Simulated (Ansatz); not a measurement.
HfSi in space group I4_1md (No. 109; Hf on 4a, Si on 4a) at seven volumes, PBE (plane waves, PAW; program Ansatz), shape and atoms relaxed at each. One row is withheld.

```
V (Å³/atom)  P (GPa)
-----------  -------
18.002         11.85
18.595          7.65
19.189          3.62
19.782          0.00
20.375             ?
20.969         -5.86
21.562         -8.22
```

**Question.** Fit the shown pressures and predict the withheld one.

**Answer.** P = (3/2)B₀(x^(7/2) − x^(5/2))[1 + (3/4)(B′ − 4)(x − 1)] with x = (V₀/V)^(2/3). Least squares on the six rows gives V₀ = 19.799 Å³/atom, B₀ = 110 GPa, B′ = 2.84. At V = 20.375, x = 0.9811 and P = -3.03 GPa. The run itself gave -3.13 GPa.

A made-up cell: these elements were put on the sites of a structure type; neither database checked (COD, Materials Project) lists it. COD files the formula under space group No. 62, so this cell is another polymorph or a model. Whether it is the stable phase at ambient conditions was not checked. The cell was relaxed with PBE under the symmetry of its start; its stability against distortions is not shown here. The run is not spin-polarised. Scalar-relativistic: spin–orbit coupling is off unless named, which matters more the heavier the elements.

Potentials: the later of the program's two PAW sets.
